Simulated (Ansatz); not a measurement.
**Sb: stiffness from a series of strains**

```
CELL_PARAMETERS angstrom
3.36900 0.00000 0.00000
-1.68450 2.91764 0.00000
0.00000 0.00000 5.33000
ATOMIC_POSITIONS crystal
Sb 0.33333 0.66667 0.25000
Sb 0.66667 0.33333 0.75000
```

Atoms are numbered in the order listed.

The cell is COD entry 1539203, as deposited and not checked against the literature; nothing was relaxed.

No spin–orbit coupling, which matters for the heavy atoms here.

These are results of DFT, LDA, all-electron LAPW, scalar-relativistic in Ansatz 0.2.0, not measurements.

Numerical set-up: a Γ-centred 12×12×7 k mesh, Fermi–Dirac smearing of 0.03 eV, basis error target 0.5 meV/atom, no spin polarisation.

The strain is applied along the Cartesian axes of the cell as listed (the other components stay zero). Fractional coordinates are held (clamped ions).

σ is the change of stress from the unstrained cell, which is at -1.34 GPa; tension is positive, so slopes are stress–strain coefficients at that pressure. In a metal the k mesh adds noise.

Only quantities that a quadratic follows smoothly over the whole series are listed; rougher ones are left out.

| εzz | σzz (GPa) | σxx (GPa) |
| --- | --- | --- |
| -0.0200 | -2.17 | -1.01 |
| 0.0000 | 0.00 | 0.00 |
| 0.0100 | 0.61 | 0.66 |
| 0.0200 | 0.91 | 1.41 |

(1) Fit the series and read off the stiffness at zero strain.

(2) One run, at εzz = -0.0100, is withheld. Predict its row.

Answers

(1) Least-squares fits y = p0 + p1 x + p2 x² to the rows give σzz (GPa): p1 = 77, p2 = -1600; σxx (GPa): p1 = 60.5, p2 = 500. So C33 = 77 GPa and C13 = 61 GPa, for these axes.

(2) The fits give -0.93, -0.55; the run gave -0.97, -0.53.
